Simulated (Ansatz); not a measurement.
# NaTl: frozen-core PAW against all-electron methods

```yaml
crystal:
  lattice:
    - [0.00000, 3.73530, 3.73530]
    - [3.73530, 0.00000, 3.73530]
    - [3.73530, 3.73530, 0.00000]
  atoms:
    - { symbol: Na, position: [0.50000, 0.50000, 0.50000] }
    - { symbol: Na, position: [0.75000, 0.75000, 0.75000] }
    - { symbol: Tl, position: [0.00000, 0.00000, 0.00000] }
    - { symbol: Tl, position: [0.25000, 0.25000, 0.25000] }
```

Atoms are numbered in the order listed.

Conventional cell: a = 7.471 Å, b = 7.471 Å, c = 7.471 Å, α = 90.00°, β = 90.00°, γ = 90.00°. Na (atom 1) is surrounded by 4 Na at 3.23 Å and 4 Tl at 3.23 Å. Around Tl (atom 3) lie 4 Na at 3.23 Å and 4 Tl at 3.23 Å.

The structure is an experimental refinement, used without relaxation.

Spin–orbit coupling is left out, though it moves levels of the heavy atoms by tenths of an eV or more.

Methods: DFT, PBEsol, PAW with Ansatz's default frozen-core files, scalar-relativistic (Ansatz 0.2.0); DFT, PBEsol, all-electron PAW with datasets made for the crystal, scalar-relativistic (Ansatz 0.2.0); DFT, PBEsol, all-electron LAPW, scalar-relativistic (Ansatz 0.2.0).

For PAW: a Γ-centred 10×10×10 k mesh, Fermi–Dirac smearing of 0.05 eV, cutoff 420 eV, no spin polarisation; the PAW files were made with PBE, and the program remakes their frozen cores for this functional. The crystal-made all-electron datasets (AE datasets) take a cutoff of 240 eV at this cell. LAPW targets a basis error of 1 meV/atom. The Ansatz runs share mesh, smearing and spin set-up. Plane-wave (PAW) pressures include the program's estimate of the Pulay term.

Stress and pressure are positive in compression.

Levels count from the Fermi level.

```json
{"quantity": "pressure (GPa)", "PAW": "0.10", "AE datasets": "0.09", "LAPW": "0.10"}
{"quantity": "highest filled level at U (eV)", "PAW": "-1.310", "AE datasets": "-1.311", "LAPW": "-1.311"}
{"quantity": "lowest empty level at U (eV)", "PAW": "0.055", "AE datasets": "0.055", "LAPW": "0.055"}
{"quantity": "highest filled level at Γ (eV)", "PAW": "-2.821", "AE datasets": "-2.819", "LAPW": "-2.820"}
{"quantity": "lowest empty level at Γ (eV)", "PAW": "0.824", "AE datasets": "0.824", "LAPW": "0.824"}
{"quantity": "highest filled level at W (eV)", "PAW": "-2.334", "AE datasets": "-2.334", "LAPW": "-2.334"}
{"quantity": "lowest empty level at W (eV)", "PAW": "1.936", "AE datasets": "1.937", "LAPW": "1.937"}
```

PAW's pressure differs from the LAPW value by about 0.01 GPa or less. Datasets made for the crystal and LAPW share parts of one code, so their agreement isn't an independent check.
